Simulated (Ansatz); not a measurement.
GaSb:
```xyz
2
Lattice="0.0000 3.0696 3.0696 3.0696 0.0000 3.0696 3.0696 3.0696 0.0000" Properties=species:S:1:pos:R:3 pbc="T T T"
Sb     4.6044     4.6044     4.6044
Ga     0.0000     0.0000     0.0000
```

Relaxed with HSE06. Special points in fractions of this cell's reciprocal vectors: Γ (0.000, 0.000, 0.000); X (0.500, 0.000, 0.500); U (0.625, 0.250, 0.625); K (0.375, 0.375, 0.750); L (0.500, 0.500, 0.500); W (0.500, 0.250, 0.750).

### Question
List the band energies nearest the valence-band maximum at these points for the program Ansatz at the HSE06 level (PAW).

### Answer
In eV from the valence-band maximum; about four levels below and three above (degenerate sets whole), none deeper than 8.9 eV; points with the same levels are listed once.

| k | below | above |
|---|---|---|
| Γ | 0.00 0.00 0.00 | 0.74 3.44 3.44 3.44 |
| X | -7.35 -2.76 -2.76 | 1.45 1.78 9.82 9.82 |
| U | -7.14 -3.86 -2.34 | 1.98 4.59 7.55 |
| L | -6.87 -1.23 -1.23 | 1.00 4.44 4.44 |
| W | -7.19 -3.58 -3.33 | 4.47 4.95 5.23 |

Space group F-43m (zinc blende). The cell was relaxed with HSE06 under the symmetry of its start. The hybrid was solved on a coarse mesh, the path and, where they were found, the r²SCAN edge points; its band edges are the extreme levels among these. Spin–orbit coupling is left out wherever it is not named.

Potentials: the later of the program's two PAW sets.
